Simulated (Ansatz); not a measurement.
Given:

Ce (fcc, Cu type)

```
Ce
1.0
    0.00000     2.36609     2.36609
    2.36609     0.00000     2.36609
    2.36609     2.36609     0.00000
Ce
1
Cartesian
  0.00000   0.00000   0.00000
```

This relaxed cell (volume V₀) is scaled evenly in all directions, its shape held. Symmetry pins the atoms to their sites.

The numbers are results of PBE (plane waves to 420 eV, PAW, scalar-relativistic; Ansatz, a quantum-chemistry and plane-wave program), not measurements. k mesh 18×18×18 (Γ-centred), Fermi-Dirac smearing 0.05 eV. Energies are smeared free energies. Stress and pressure are positive under compression. Ce is run without spin polarisation. Ce was relaxed with its symmetry unable to fall. The relaxed volume of Ce is well below the measured one. The f-shell state is unchecked: a lower one may exist. ΔE is measured from the relaxed starting cell.

The scan covers V/V₀ from 0.940 to 1.060 in 13 points.

**Question.** What bulk modulus B₀ follows from a third-order Birch-Murnaghan fit?

**Answer.** 38.1 GPa.

**Question.** What is the fitted pressure derivative B₀′?

**Answer.** 4.4.

(A scan under strain: stresses follow from slopes of the energy per volume, elastic moduli from its curvatures.)
